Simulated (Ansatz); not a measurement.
ZnSe (F-43m), phonons: input and output

Computed with r²SCAN, PAW on Ansatz 0.2.0's default frozen-core files (fitted under PBE), scalar-relativistic; not a measurement.

Cell and atoms were relaxed beforehand by PAW with this functional.

Launched as:

```sh
ansatz run input.yaml --threads 1 --pin off --max-ram 3072MiB --backend cpu --events-out ev --progress --plain --runs-dir out
```

Input:

```yaml
crystal:
  lattice:
    - [0.0, 2.83292970113, 2.83292970113]
    - [2.83292970113, 0.0, 2.83292970113]
    - [2.83292970113, 2.83292970113, 0.0]
  atoms:
    - { symbol: Zn, position: [0.0, 0.0, 0.0] }
    - { symbol: Se, position: [0.75, 0.75, 0.75] }
kpoints:
  mp_grid: { grid: [8, 8, 8] }
scf:
  occupations: { method: fixed }
hamiltonian:
  xc: r2scan
  pseudopotentials: { kind: paw }
phonons:
  method: dfpt
  dielectric: true
  rigid_motions: translations
```

The program printed:

```
Warning: RAYON_NUM_THREADS=1 ignored (pool sized by the plan → 1); use --threads N
Engine: ansatz 0.2.0, x86_64-unknown-linux-gnu
Pseudopotentials: kind: paw
Pseudopotential: Zn, paw, valence charge 12, recommended cutoff 500 eV (meta_gga), Zn.paw.azcp
Pseudopotential: Se, paw, valence charge 16, recommended cutoff 500 eV (meta_gga), Se.paw.azcp
Functional definition: r2SCAN
  parameter k0 = 0.174
  parameter k1 = 0.065
  parameter a1 = 4.9479
  exchange = r2scan_x(k0 = k0, k1 = k1, a1 = a1)
  correlation = r2scan_c
Crystal: 2 atoms, lattice volume = 45.471 Å³
Basis set: ecut = 500 eV, 1139 PW (Γ), exchange–correlation on 150×150×150 points (125 copies of the dense FFT grid, shifted against one another)
Bands: 18, of which v1, the nominal top of the filled ones, is band 14 counted from 1 (13 counted from 0)
Symmetry: 24 space group operations
k-points: 95 of 512 (irreducible under 4 space group operations, time reversal used)
Non-local potential: Zn, projectors of the file, l = 0: 2, l = 1: 2, l = 2: 3, l = 3: 1
Non-local potential: Se, projectors of the file, l = 0: 2, l = 1: 2, l = 2: 3, l = 3: 1
PAW form: soft (Blöchl's): semilocal exchange-correlation on the pseudo side does not see the compensation charge
PAW frozen core: Zn, regenerated for the run's functional (the file was generated under x = pbe(κ = 0.804, μ = 0.2195149727645171), c = pbe(β = 0.06672455060314922))
PAW frozen core: Se, regenerated for the run's functional (the file was generated under x = pbe(κ = 0.804, μ = 0.2195149727645171), c = pbe(β = 0.06672455060314922))
PAW one-centre angular grid: Zn, 590 points (default); XC on 261 of its mesh's 2673 points in the sphere
PAW one-centre angular grid: Se, 590 points (default); XC on 160 Gauss nodes
Initial density: superposition of atomic densities (neutral atoms: chi_scale 0, normalization atom), corrected by the library's trained network
Initial wavefunctions: pseudopotential atomic-orbital guess
Functional: x = r2scan, c = r2scan; τ floored in thin density (d = 2e-4 eV/Å³)
SCF iter   1: F=—  HF=-8805.502235 eV  |F-HF|=—  |Δ(HF+E_count)|=         —  Δρ=1.40e-2  dr2=4.15e-2  dr2_τ=5.63e-3  ethr=1.77e-3  ⟨swp⟩=4.9  Hψ=7856  notcnv=0  defer=169
preconditioner: auto → none  [insulator: Δε(μ)=1.862 eV  Ē_g=12.739 eV  n_scr=14 (ndim 8)  ℏωp=23.4 eV  f_vac=0.117  ε∞_Penn≈4.4]
SCF iter   2: F=—  HF=-8805.502090 eV  |F-HF|=—  |Δ(HF+E_count)|=   1.45e-4  Δρ=3.22e-3  dr2=5.43e-3  dr2_τ=1.93e-4  ethr=1.48e-4  ⟨swp⟩=2.1  Hψ=3443  notcnv=0  defer=180
SCF iter   3: F=—  HF=-8805.498534 eV  |F-HF|=—  |Δ(HF+E_count)|=   3.56e-3  Δρ=2.69e-3  dr2=1.38e-3  dr2_τ=1.16e-5  ethr=1.94e-5  ⟨swp⟩=2.2  Hψ=2695  notcnv=0  defer=182
SCF iter   4: F=—  HF=-8805.498717 eV  |F-HF|=—  |Δ(HF+E_count)|=   1.83e-4  Δρ=5.36e-4  dr2=7.77e-5  dr2_τ=3.83e-6  ethr=4.93e-6  ⟨swp⟩=3.0  Hψ=3425  notcnv=0  defer=182
SCF iter   5: F=—  HF=-8805.498706 eV  |F-HF|=—  |Δ(HF+E_count)|=   1.05e-5  Δρ=4.15e-5  dr2=5.29e-7  dr2_τ=1.78e-8  ethr=2.78e-7  ⟨swp⟩=2.0  Hψ=3236  notcnv=0  defer=176
SCF iter   6: F=—  HF=-8805.498707 eV  |F-HF|=—  |Δ(HF+E_count)|=   9.53e-7  Δρ=3.51e-5  dr2=4.59e-7  dr2_τ=5.67e-9  ethr=1.89e-9  ⟨swp⟩=2.0  Hψ=3040  notcnv=0
[... 7 lines left out ...]
Bands: 15, of which v1, the nominal top of the filled ones, is band 14 counted from 1 (13 counted from 0)
k-points: 60 of 512 (irreducible under 6 space group operations, time reversal used)
Initial density: handed on by an earlier stage of this run
Initial wavefunctions: pseudopotential atomic-orbital guess (no wavefunctions were taken with the density)
Eigensolver: Dense (60 Hₖ)
SCF iter   1: F=—  HF=-8805.497555 eV  |F-HF|=—  |Δ(HF+E_count)|=         —  Δρ=8.06e-5  dr2=9.47e-7  dr2_τ=3.96e-7  ethr=1.00e-1
preconditioner: auto → none  [insulator: Δε(μ)=2.259 eV  Ē_g=10.097 eV  n_scr=14 (ndim 8)  ℏωp=23.4 eV  f_vac=0.117  ε∞_Penn≈6.4]
SCF iter   2: F=—  HF=-8805.497561 eV  |F-HF|=—  |Δ(HF+E_count)|=   6.12e-6  Δρ=6.96e-5  dr2=9.26e-7  dr2_τ=5.95e-8  ethr=3.38e-9
SCF iter   3: F=—  HF=-8805.497563 eV  |F-HF|=—  |Δ(HF+E_count)|=   1.61e-6  Δρ=1.97e-5  dr2=7.56e-8  dr2_τ=1.18e-8  ethr=3.31e-9
SCF iter   4: F=-8805.497564 eV  HF=-8805.497564 eV  |F-HF|=4.29e-9  |Δ(HF+E_count)|=   8.17e-7  Δρ=3.39e-6  dr2=1.37e-9  dr2_τ=3.02e-10  ethr=2.70e-10
SCF 1 converged in 4 iterations: F = -8805.497564 eV  dr2 = 1.37e-9
DFPT response loops at Γ: mixed as the last ones told, above
WARN: field response: ε∞ stands inside a basis, on 8×8×8 points; the force constants stand on the 8×8×8 k-mesh, whose period is 11.91 times the interband length at k = (0.0000, 0.0000, 0.0000), direct gap 1.867 eV, under 14: take ...
SCF converged after 9 iterations
Free energy (F): -8805.498707 eV
Harris-Foulkes:  -8805.498707 eV  (|F-HF|=0.00e0)
Internal energy: -8805.498707 eV  (E = F + TS)
E sigma→0 (E₀):  -8805.498707 eV
Fermi energy:    6.478645 eV
--- Per-component energies (eV) ---
  E_band       = -399.452521
  E_kinetic    = 249.551644
  E_local      = -4396.494586  (includes V_loc(G=0)·N_el)
  E_nonlocal   = 22.944107
  E_hartree    = 2039.929286
  E_xc         = -222.225185
  E_vxc        = -159.276458  (∫ρ·V_xc dr)
  E_paw        = -3775.477603  (= ΣΔE_a)
  E_vpaw       = -204.112065  (= ΣTr[D̂ρ^β])
  E_aug_tail   = -0.000240  (compensation charges beyond the density's cutoff)
  E_vtau       = 8.076622  (kinetic-family band-sum trace: ∫τ·v_τ [+ j·A + Jᵃ·Aᵃ] dr)
  E_ewald      = -2721.778741
  E_core_change = -1.947389  (= ΣΔE_core)
  E_smearing   = -0.000000  (= −TS)
  E_closure    = 0.000000  (closes the sum)
  Σ components = -8805.498707   (vs F -8805.498707, Δ=0.00e0)
  k mesh reduced under 4 symmetry operations, with k and −k counted as one. Each operation leaves every solved perturbation unchanged. A smaller set is not considered because the functional reads the kinetic-energy density
  ASR residual: 3.066e-5 → 0.000e0 eV/Å²; symmetrization residual: 2.713e-5 eV/Å²
  ASR residual per site (eV/Å²): 1.25e-5 3.07e-5
  Γ frequencies (cm⁻¹): 0.00 0.00 0.00 204.30 204.30 204.30
  ε∞ (high-frequency dielectric tensor):
        6.407319     0.000000    -0.000000
        0.000000     6.407319     0.000000
       -0.000000     0.000000     6.407319
  ε⁰ (static dielectric tensor: ions relaxed, cell fixed):
        9.468177    -0.000000    -0.000000
       -0.000000     9.468177    -0.000000
       -0.000000    -0.000000     9.468177
  ε⁰ − ε∞ (ionic part):
        3.060858    -0.000000    -0.000000
       -0.000000     3.060858    -0.000000
       -0.000000    -0.000000     3.060858
  softest optical mode at Γ: 204.30 cm⁻¹; the repairs (sum rule, projections) moved no ω² at Γ by more than (0.88 cm⁻¹)²
  Born effective charges Z* (e; rows j = field, columns β = displacement):
    site 0:
         2.05487   -0.00000   -0.00000
        -0.00000    2.05487    0.00000
         0.00000    0.00000    2.05487
    site 1:
        -2.05487    0.00000    0.00000
         0.00000   -2.05487   -0.00000
        -0.00000   -0.00000   -2.05487
  Z* charge neutrality: 5.845e-4 e pre-enforcement
  solved inside a basis spanned on kpoints, on 8×8×8 k-points, its susceptibility summed on 12×12×12: ε∞ is read to err by 1.9e-2, Z* by 1.7e-2 e (field_mesh: kpoints solves on kpoints); Z* is corrected for what the basis lacks
  optical modes at Γ without the LO–TO term, one row a degenerate level:
      ω (cm⁻¹)  modes    IR ((D/Å)²/amu)
        204.30      3             8.1707
  optical modes at Γ + LO–TO along q̂ = [1.0000, 0.0000, 0.0000]:
      ω (cm⁻¹)  modes    IR ((D/Å)²/amu)
        204.30      2             5.4471
        248.34      1             2.7236
  optical modes at Γ + LO–TO along q̂ = [0.0000, 1.0000, 0.0000]:
      ω (cm⁻¹)  modes    IR ((D/Å)²/amu)
        204.30      2             5.4471
        248.34      1             2.7236
  optical modes at Γ + LO–TO along q̂ = [0.0000, 0.0000, 1.0000]:
      ω (cm⁻¹)  modes    IR ((D/Å)²/amu)
        204.30      2             5.4471
        248.34      1             2.7236
```

The run converged.

Field response:

Linear response of an insulating crystal by Kohn-Sham DFT to a field and to zone-centre displacements, local fields included; Born charges neutralised; LO modes for wave vectors along x and z; Cartesian axes as in the input.

```json
{
  "Dielectric electronic (x, y, z)": "6.407, 6.407, 6.407",
  "Dielectric static (x, y, z)": "9.468, 9.468, 9.468",
  "Highest phonon with field along x": "248.3 cm⁻¹",
  "Highest phonon with field along z": "248.3 cm⁻¹",
  "Highest phonon without field": "204.3 cm⁻¹"
}
```

```tsv
atom	born charge xx (e)	born charge yy (e)	born charge zz (e)
Zn1	2.055	2.055	2.055
Se2	-2.055	-2.055	-2.055
```

**Zone-centre phonons**

Harmonic phonons of a crystal by Kohn-Sham DFT at the given cell, standard atomic masses, acoustic sum rule imposed; negative wavenumbers are unstable modes; optical zone-centre levels upwards with Mulliken labels, activity, and the element with most of the kinetic energy.

| Property | Result |
| --- | --- |
| Point group | -43m |

```csv
number,phonon wavenumber (cm⁻¹),label,infrared,raman,lead element
1,204.3,T2,yes,yes,Zn
```

Keep in mind: frozen-core PAW files fitted under PBE, their cores solved anew for the functional of the run; zone-boundary modes aren't tested; field response not resolved by the mesh; no LO-TO term at the zone centre.

It took 2.4 min on 1 thread of Intel(R) Xeon(R) Platinum 8488C (Sapphire Rapids), on a shared host, peak memory 1.3 GiB.
